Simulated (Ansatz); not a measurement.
FeLi4Nb6O18 in space group P3 (No. 143; Pearson symbol hP29), plane-wave PAW r²SCAN (Ansatz code). The conduction-band minimum lies on the K–H2 line, 27 % of the way from K, with 2 equivalent valleys. Second derivatives d²E/dk² of the lowest band at one valley (eV·Å²), along Cartesian directions:

```tsv
direction	d²E/dk²
[100]	4.058
[010]	4.058
[001]	1.559
[110]	4.058
[101]	2.809
[011]	2.809
```

Problem. Find the principal effective masses, the density-of-states mass and the conductivity mass.

Solution. Off-diagonal terms follow from H_xy = H[110] − (H_xx + H_yy)/2, and m*/mₑ = 7.620 eV·Å² over each eigenvalue: 1.9, 1.9, 4.9. One valley's DOS mass (m₁m₂m₃)^(1/3) = 2.6, conductivity mass 3/(Σ 1/mᵢ) = 2.4 mₑ.

Problem. What effective density of states Nc follows at 300 K for parabolic valleys?

Solution. Nc = 2.509e19 × 2 × (2.6)^(3/2) / 2 (one spin channel) ≈ 1.1e20 cm⁻³.

The start of the workflow was typed in or built on a structure type; neither database checked (COD, Materials Project) lists it. Its standing as an ambient phase is unchecked. The cell was relaxed with r²SCAN under the symmetry of its start; its stability against distortions is not shown here. The final state is ferromagnetic, the only order run, not a proven ground state. Other orbital occupations within this spin state were not tried. No Hubbard U is applied. Spin–orbit coupling is left out wherever it is not named.

Potentials: the later of the program's two PAW sets.

Edges and masses are those of Kohn–Sham bands, whose gap is no quasiparticle gap.
